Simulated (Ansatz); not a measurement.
## AlGa3N4: moving Ga off its site

AlGa3N4, P-43m, a = 4.472 Å (as given, not relaxed at this level: -0.5 GPa, forces to 0.13 eV/Å). The structure is a Materials Project entry; whether it is the stable form wasn't checked. Ansatz: PBEsol, PAW, 420 eV, Γ-centred 6×6×6 mesh on 8 atoms, Gaussian smearing 0.05 eV; no spin polarisation.

```yaml
crystal:
  lattice:
    - [4.47169, 0.00000, 0.00000]
    - [0.00000, 4.47169, 0.00000]
    - [0.00000, 0.00000, 4.47169]
  atoms:
    - { symbol: Al, position: [0.00000, 0.00000, 0.00000] }
    - { symbol: Ga, position: [0.50000, 0.50000, 0.00000] }
    - { symbol: Ga, position: [0.50000, 0.00000, 0.50000] }
    - { symbol: Ga, position: [0.00000, 0.50000, 0.50000] }
    - { symbol: N, position: [0.75571, 0.75571, 0.24429] }
    - { symbol: N, position: [0.75571, 0.24429, 0.75571] }
    - { symbol: N, position: [0.24429, 0.75571, 0.75571] }
    - { symbol: N, position: [0.24429, 0.24429, 0.24429] }
```

Atom 2 (Ga) moves by x along the unit vector (0.000, 0.000, 1.000), with its periodic images; all else is held. y is the free energy of the cell over the start, F the force along the path summed over the moved atoms. Symmetry makes y even in x.

```
  x (Å) y (meV) F (eV/Å)
-0.1000     85.0      1.69
-0.0500     21.3      0.85
 0.0000      0.0      0.00
 0.0125      1.3     -0.21
 0.0250      5.3     -0.43
 0.0375     12.0     -0.64
 0.0625     33.3     -1.06
 0.0750        ?         ?
 0.0875     65.1     -1.48
```

**Question.** Fit y = c2 x² + c4 x⁴ to the energies of the other rows, give the force constant, and predict energy and force of the missing row.

**Answer.** Least squares on the rows shown. y = 8530 x² − 3101 x⁴. The force constant is 2 c2 = 17.1 eV/Å² (for all images moving together, not for a lone atom). The force −dy/dx at the missing row is -1.27 eV/Å (computed -1.27). At x = 0.0750 the fit asked for gives 47.9 meV. The run gave 47.9 meV, the same to the digits shown.

Cost: 9 runs of about 2.4 core-minutes in all, on Arm Neoverse V2 (shared hosts).